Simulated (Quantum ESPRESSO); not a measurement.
## Band energies of VZn2N3

```
CELL_PARAMETERS angstrom
      4.74885    -2.78105     0.00000
      4.74885     2.78105     0.00000
      0.00000     0.00000     5.23977
ATOMIC_POSITIONS crystal
  N  0.83327 0.47201 0.64103
  N  0.16673 0.52799 0.14103
  N  0.52799 0.16673 0.64103
  N  0.47201 0.83327 0.14103
  N  0.85352 0.14648 0.18144
  N  0.14648 0.85352 0.68144
  V  0.83771 0.16229 0.53829
  V  0.16229 0.83771 0.03829
  Zn 0.83037 0.50295 0.02692
  Zn 0.16963 0.49705 0.52692
  Zn 0.49705 0.16963 0.02692
  Zn 0.50295 0.83037 0.52692
```

norm-conserving LDA (Quantum ESPRESSO, 84 Ry, scalar-relativistic); path ΓXSRAZΓYX1A1TY,ZT; energies in eV from the valence-band maximum.

| k (1/Å) | point | band 64 | band 65 | band 66 | band 67 | band 68 | band 69 | band 70 | band 71 |
|---|---|---|---|---|---|---|---|---|---|
| 0.00 | Γ | -1.56 | -1.50 | -1.05 | -1.04 | -0.90 | 1.64 | 1.97 | 2.15 |
| 0.76 | X | -1.29 | -1.15 | -0.94 | -0.93 | 0.00 | 1.57 | 1.85 | 1.99 |
| 0.76 | S | -1.51 | -1.18 | -1.15 | -0.72 | -0.31 | 1.57 | 1.87 | 1.96 |
| 1.16 |  | -1.04 | -1.02 | -0.78 | -0.47 | -0.47 | 1.74 | 2.06 | 2.33 |
| 1.36 | R | -1.01 | -0.70 | -0.70 | -0.55 | -0.55 | 1.93 | 1.93 | 2.46 |
| 1.74 | A | -1.00 | -0.89 | -0.89 | -0.38 | -0.38 | 2.06 | 2.06 | 2.21 |
| 2.31 |  | -1.70 | -0.72 | -0.72 | -0.39 | -0.39 | 2.08 | 2.08 | 2.10 |
| 2.50 | Z | -1.82 | -0.72 | -0.72 | -0.33 | -0.33 | 2.01 | 2.01 | 2.04 |
| 2.90 |  | -1.67 | -1.28 | -1.10 | -0.77 | -0.67 | 1.78 | 1.84 | 2.14 |
| 3.10 | Γ | -1.56 | -1.50 | -1.05 | -1.04 | -0.90 | 1.64 | 1.97 | 2.15 |
| 3.43 |  | -1.56 | -1.23 | -1.14 | -0.82 | -0.60 | 1.49 | 1.88 | 2.46 |
| 3.76 | Y | -1.56 | -1.23 | -0.86 | -0.67 | -0.17 | 1.17 | 1.80 | 2.68 |
| 3.95 |  | -1.37 | -1.19 | -0.99 | -0.74 | -0.10 | 1.30 | 1.83 | 2.46 |
| 4.13 | X1 | -1.29 | -1.15 | -0.94 | -0.93 | 0.00 | 1.57 | 1.85 | 1.99 |
| 4.43 |  | -1.25 | -0.94 | -0.87 | -0.58 | -0.13 | 1.75 | 2.00 | 2.01 |
| 4.73 | A1 | -1.00 | -0.89 | -0.89 | -0.38 | -0.38 | 2.06 | 2.06 | 2.21 |
| 4.92 |  | -1.08 | -0.92 | -0.92 | -0.41 | -0.41 | 1.96 | 1.96 | 2.33 |
| 5.10 | T | -1.12 | -0.93 | -0.93 | -0.47 | -0.47 | 1.93 | 1.93 | 2.40 |
| 5.34 |  | -1.27 | -1.04 | -0.97 | -0.40 | -0.36 | 1.71 | 1.74 | 2.35 |
| 5.70 | Y | -1.56 | -1.23 | -0.86 | -0.67 | -0.17 | 1.17 | 1.80 | 2.68 |
| 5.70 | Z | -1.82 | -0.72 | -0.72 | -0.33 | -0.33 | 2.01 | 2.01 | 2.04 |
| 5.97 |  | -1.33 | -0.82 | -0.82 | -0.39 | -0.39 | 1.91 | 1.91 | 2.27 |
| 6.36 | T | -1.12 | -0.93 | -0.93 | -0.47 | -0.47 | 1.93 | 1.93 | 2.40 |

The LDA gap is indirect, 1.17 eV, from X to Y; the smallest direct gap is 1.35 eV.

The 3d shell has no Hubbard U; the runs are without spin polarisation, and magnetic order was not tried.

Geometry of the Materials Project entry, not relaxed at this level.

The structure is a Materials Project entry; no match was found in the copy of COD used, and its stability was not checked.

Letters of k points follow the standard setting of the lattice, whose axes may be ordered differently from the printed cell.
